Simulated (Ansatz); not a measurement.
# HfW in Ansatz, settings compared

The input file (Ansatz 0.2.0, plane waves):

```yaml
crystal:
  lattice:
    - [1.70603666, 2.95494023, 0.0]
    - [-1.70603666, 2.95494023, 0.0]
    - [0.0, 0.0, 3.32323411]
  atoms:
    - { symbol: W, position: [0.0, 0.0, 0.0] }
    - { symbol: Hf, position: [0.6667, 0.6666, 0.5] }
  symmetry: { tolerance: 0.0003 }
kpoints:
  mp_grid: { grid: [6, 6, 5], shift: [0, 0, 0] }
magnetization:
  spin_polarized: false
scf:
  occupations: { method: fermi_dirac, width: 0.0118 }
hamiltonian:
  pseudopotentials: { kind: paw }
  xc: r2scan
basis:
  ecutwfc: 500
output:
  forces: true
  stress: true
  eigenvalues: true
  write_density: true
  write_potential: true
  elf: true
  volumetric_format: npy
```

Run with:

```bash
ansatz run input.yaml --threads 1 --pin off --max-ram 2560MiB --backend cpu --events-out ev --progress --plain --runs-dir out
```

Origin of the cell: a known structure type with other elements, at an estimated volume, so it need not be a known compound.

Output of this run (shortened):

```
SCF iter   1: F=—  HF=-26127.482140 eV  Δρ=7.69e-3  dr2=1.43e-2  dr2_τ=8.21e-2
SCF iter   2: F=—  HF=-26127.624899 eV  Δρ=3.64e-3  dr2=2.95e-3  dr2_τ=8.75e-4  defer=2
SCF iter   3: F=—  HF=-26127.621610 eV  Δρ=2.24e-3  dr2=6.60e-4  dr2_τ=9.26e-5  defer=2
SCF iter   4: F=—  HF=-26127.621805 eV  Δρ=4.29e-4  dr2=4.21e-5  dr2_τ=1.95e-5  defer=2
SCF iter   5: F=—  HF=-26127.621861 eV  Δρ=2.80e-4  dr2=4.96e-5  dr2_τ=5.79e-6  defer=2
SCF iter   6: F=—  HF=-26127.621851 eV  Δρ=6.13e-5  dr2=1.22e-6  dr2_τ=2.03e-7  defer=2
SCF iter   7: F=-26127.621851 eV  HF=-26127.621851 eV  Δρ=2.02e-5  dr2=6.49e-8  dr2_τ=9.58e-9
SCF 1 converged in 7 iterations: F = -26127.621851 eV  dr2 = 6.49e-8
SCF converged after 7 iterations
Free energy (F): -26127.621851 eV
Harris-Foulkes:  -26127.621851 eV  (|F-HF|=5.64e-8)
Internal energy: -26127.618736 eV  (E = F + TS)
E sigma→0 (E₀):  -26127.620293 eV
Entropy (-TS):   -0.003115 eV (-1.558 meV/atom)
Fermi energy:    23.224099 eV
--- Per-component energies (eV) ---
  E_band       = 66.790559
  E_kinetic    = 894.522047
  E_local      = -5610.989346  (includes V_loc(G=0)·N_el)
  E_nonlocal   = -1240.152610
  E_hartree    = 2640.217629
  E_xc         = -537.758345
  E_vxc        = -561.873768  (∫ρ·V_xc dr)
  E_paw        = -15551.361942  (= ΣΔE_a)
  E_vpaw       = 1275.911085  (= ΣTr[D̂ρ^β])
  E_aug_tail   = -0.000045  (compensation charges beyond the density's cutoff)
  E_vtau       = 28.934914  (kinetic-family band-sum trace: ∫τ·v_τ [+ j·A + Jᵃ·Aᵃ] dr)
  E_ewald      = -6721.829695
  E_core_change = -0.266427  (= ΣΔE_core)
  E_smearing   = -0.003115  (= −TS)
  Σ components = -26127.621851   (vs F -26127.621851, Δ=0.00e0)
--- Forces (eV/Å), atoms counted from 1 ---
  atom   1  W     -0.000000    -0.000000    -0.000000
  atom   2  Hf     0.000000     0.000000     0.000000
  max |Σ_I F_I| component: 1.85e-16 eV/Å
--- Stress (GPa, compression-positive) ---
       26.518571      -0.000000      -0.000000
       -0.000000      26.518571      -0.000000
       -0.000000      -0.000000      68.202678
  P = ⅓ Tr σ = 40.4133 GPa (404.133 kbar)
```

The same input was run again with these changes:

1. `kpoints.mp_grid.grid` [6, 6, 5] → [9, 9, 8]
2. `magnetization` { spin_polarized: false } → { spin_polarized: true } (starts: flip); typed moments: none
3. `crystal.symmetry` { tolerance: 0.0003 } → { detect: false }
4. `accuracy` default → low; `basis.ecutrho_ratio` default → 4

| run | end | SCF iterations | P (GPa) | max force component (eV/Å) | moment (μB) | ΔE(σ→0) (meV/atom) |
| --- | --- | --- | --- | --- | --- | --- |
| base | converged | 7 | 40.41 | 0.000 | – | 0 |
| 1 | converged | 7 | 38.97 | 0.000 | – | -48.15 |
| 2 | converged | 16 | 40.54 | 0.000 | 0.25 | -2.65 |
| 3 | converged | 7 | 40.41 | 0.001 | – | 0.00 |
| 4 | converged | 7 | 40.41 | 0.000 | – | 0.00 |

Energies are compared only where functional, datasets, charge and starting cell are the same.

Caveats of the base run: no moments, though an odd count or open d shells may carry them; no spin-orbit coupling, though heavy elements are present; the given cell is far from equilibrium, with atoms too close or a volume far off; the k mesh is coarse if the cell is a metal.

Run 2: spin is on but no moment was typed.

Time of the base run: 5.1 s on 1 thread of Arm Neoverse V2, on a shared host, peak memory 0.38 GiB, from the program's own first density.
